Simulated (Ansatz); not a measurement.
Clean, relaxed (110) surface of W, space group Im-3m (No. 229) (top face towards +c; atoms held fixed, by place in the list: 1, 2):

```yaml
crystal:
  lattice:
    - [2.73176, 0.00000, 0.00000]
    - [-0.91059, 2.57552, 0.00000]
    - [0.00000, 0.00000, 23.69141]
  atoms:
    - { symbol: W, position: [0.50000, 0.50000, 0.35878] }
    - { symbol: W, position: [0.00000, 0.00000, 0.45293] }
    - { symbol: W, position: [0.50000, 0.50000, 0.54715] }
    - { symbol: W, position: [0.00000, 0.00000, 0.63786] }
```

Theory: DFT PBEsol, scalar-relativistic, plane waves, PAW (Ansatz). Settings: cutoff 420 eV, Γ-centred mesh 11×11×1 on the computed 4-atom cell, Gaussian smearing of 0.10 eV; no spin polarisation. The cell repeats along c with a dipole correction in the vacuum.

CH is adsorbed on the top face, one adsorbate per 7.0 Å², and relaxed from 3 starting sites (fractions of a and b). E_ads counts from the clean slab and the free adsorbate (spin-polarised where it has unpaired electrons); negative means bound. Heights count from the highest slab atom after relaxation. Δφ is the top face's. Δp counts per cell along +c. Bonded neighbours lie within 1.25 times the sum of covalent radii (1.35 for H) and, on that scale, within 12 % of the closest. With the adsorbate the cell is lengthened along c to keep the vacuum.

```tsv
start	ends at	E_ads (eV)	height (Å)	shortest contact	Δφ (eV)	Δp (e·Å)	whole?
top (W) at (0.00, 0.00)	(0.00, 0.00), 1 bonded neighbour (W)	-5.01	1.89	C–W 1.89 Å	-2.24	+0.089	yes
hollow (W-W-W) at (0.33, 0.67)	(0.36, 0.64), 3 bonded neighbours (W)	-6.88	1.26	C–W 2.05 Å	-0.54	+0.019	yes
bridge (W-W) at (0.50, 0.00)	(0.50, 0.00), 2 bonded neighbours (W)	-6.50	1.48	C–W 2.02 Å	-1.20	+0.045	yes
```

Among the sites tried, the lowest end comes from the hollow (W-W-W) at (0.33, 0.67) start; other sites may lie lower.

Each end is the local minimum or symmetric point that its start leads to. The slab is only 6.7 Å thick, so the energies aren't converged with thickness.

The adsorbed runs have no spin polarisation, so weakly bound open-shell ends lie too high.